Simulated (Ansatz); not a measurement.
La (diamond type), DFT, LDA, all-electron LAPW, scalar-relativistic (Ansatz 0.2.0), on 1 thread of Arm Neoverse V2 (shared host).

Command: `ansatz run input.yaml --threads 1 --pin off --max-ram 2048MiB --backend cpu --events-out ev --progress --plain --runs-dir out`

```yaml
crystal:
  lattice:
    - [0.0, 3.0725285722, 3.0725285722]
    - [3.0725285722, 0.0, 3.0725285722]
    - [3.0725285722, 3.0725285722, 0.0]
  atoms:
    - { symbol: La, position: [-0.125, -0.125, -0.125] }
    - { symbol: La, position: [0.125, 0.125, 0.125] }
kpoints:
  mp_grid: { grid: [11, 11, 11] }
  band_path:
    path:
      - [0.0, 0.0, 0.0]
      - [0.5, 0.0, 0.5]
      - [0.625, 0.25, 0.625]
      - [0.375, 0.375, 0.75]
      - [0.0, 0.0, 0.0]
      - [0.5, 0.5, 0.5]
      - [0.5, 0.25, 0.75]
      - [0.5, 0.0, 0.5]
    npoints: 8
scf:
  occupations: { method: fermi_dirac, width: 0.05 }
hamiltonian:
  xc: lda
  pseudopotentials: { kind: all_electron, lapw: { basis_error: 0.001 } }
output:
  forces: true
  stress: true
  eigenvalues: true
  populations: true
  dos: { projected: true, de: 0.2, e_range: [-14, 8] }
```

Question: How large is the problem that the program sets up?

Answer: 56 irreducible k-points, 531 plane waves at Γ, 35 bands.

Question: About how long does it take?

Answer: 32 s of wall time for 9 SCF iterations. Times on shared machines scatter by tens of per cent.
